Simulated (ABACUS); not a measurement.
Set-up for a self-consistent single point of GePd (Pnma, 8 atoms in the cell; from Materials Project mp-1424, changed as shown).

```
GePd
1.0
    5.66550     0.00000     0.00000
    0.00000     3.47681     0.00000
    0.00000     0.00000     6.16762
Ge Pd
4 4
Direct
  0.81460   0.75000   0.57781
  0.18540   0.25000   0.42219
  0.68540   0.25000   0.07781
  0.31460   0.75000   0.92219
  0.99622   0.75000   0.19099
  0.00378   0.25000   0.80901
  0.50378   0.25000   0.69099
  0.49622   0.75000   0.30901
```

Level of theory: PBEsol, PseudoDojo 0.4 standard norm-conserving PBEsol (tails mended) pseudopotentials (plane waves; ABACUS).

ABACUS settings:

| key | value |
|---|---|
| KPT | Gamma 3 4 2 0 0 0 |
| basis_type | pw |
| ecutwfc | 82 Ry |
| smearing_method | gaussian |
| smearing_sigma | 0.0146997 Ry |
| potentials | PseudoDojo 0.4 standard norm-conserving PBEsol (tails mended) |
| symmetry | 1 |
| ks_solver | dav |
| scf_nmax | 100 |
| scf_thr | 1.0e-09 Ry |
| mixing_type | pulay |

Results:

* **Number of valence electrons**: 128
* **Number of bands**: 77
* **Number of k-points after the program's reduction**: 12
* **Number of plane waves (most at a k-point)**: 10314
* **Number of SCF iterations**: 9
* **FFT grid**: 64 × 40 × 72
* **Free energy E − TS**: -24392.0298 eV
* **Fermi level (on the code's own zero)**: 18.06 eV
* **Pressure**: 7.58 GPa
* **Largest force (vector length)**: 0.251 eV/Å

Forces (eV/Å):
```json
[
 {"atom": "Ge1", "Fx": "0.159", "Fy": "0.000", "Fz": "-0.066"},
 {"atom": "Ge2", "Fx": "-0.159", "Fy": "0.000", "Fz": "0.066"},
 {"atom": "Ge3", "Fx": "-0.159", "Fy": "0.000", "Fz": "-0.066"},
 {"atom": "Ge4", "Fx": "0.159", "Fy": "0.000", "Fz": "0.066"},
 {"atom": "Pd5", "Fx": "-0.153", "Fy": "0.000", "Fz": "-0.199"},
 {"atom": "Pd6", "Fx": "0.153", "Fy": "0.000", "Fz": "0.199"},
 {"atom": "Pd7", "Fx": "0.153", "Fy": "0.000", "Fz": "-0.199"},
 {"atom": "Pd8", "Fx": "-0.153", "Fy": "0.000", "Fz": "0.199"}
]
```

Stress (GPa, positive for compression):
```
9.26  0.00  0.00
0.00  6.23  0.00
0.00  0.00  7.26
```

For comparison: a first run was changed to give this one (volume scaled by 0.94), and from it to this one the free energy goes up by 13.6 meV/atom, the pressure goes from -2.47 to 7.58 GPa and the largest force goes from 0.102 to 0.251 eV/Å.

The structure comes from a collection of computed structures, made at another level of theory; the collection holds predicted forms beside known ones. No clean gap shows at this smearing width and mesh (spacing up to 0.51 Å⁻¹); the mesh is coarse for partly filled bands, so the values carry mesh errors.

Cost on one core: roughly 4 core-minutes.

“Tails mended”: in these copies of the files the far tail of each local potential was reset to the Coulomb form.
